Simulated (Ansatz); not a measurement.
CaP3 in space group C2/m (No. 12; Ca on 4i, P on 8j, P on 4i), the program Ansatz at the PBEsol level (PAW), all energies at zero smearing, with the estimated change up to a 700 eV cutoff added, with one set of potentials and settings (totals compare only within such a set). Cell of 8 atoms (2 Ca, 6 P): -8033.165 eV.

| element | reference phase | E (eV/atom) |
|---|---|---|
| Ca | Fm-3m, 1 atoms in the cell | -1793.7315 |
| P | Cmce, 4 atoms in the cell | -740.0371 |

Formation energy per atom, worked out: (-8033.165 − 2×(-1793.7315) − 6×(-740.0371))/8 = -0.685 eV/atom (-66 kJ per mol of atoms), at 0 K, without zero-point energy or fitted corrections.

The first step of the workflow began from a Materials Project structure, measured or hypothetical; the Crystallography Open Database copy checked does not list it. Whether it is the stable phase at ambient conditions was not checked. The PBEsol relaxation kept the symmetry of its start; of distortions, only those at the zone centre were tested. The references are the lowest solids computed at this level, not always the standard phases.

Potentials: the later of the program's two PAW sets.
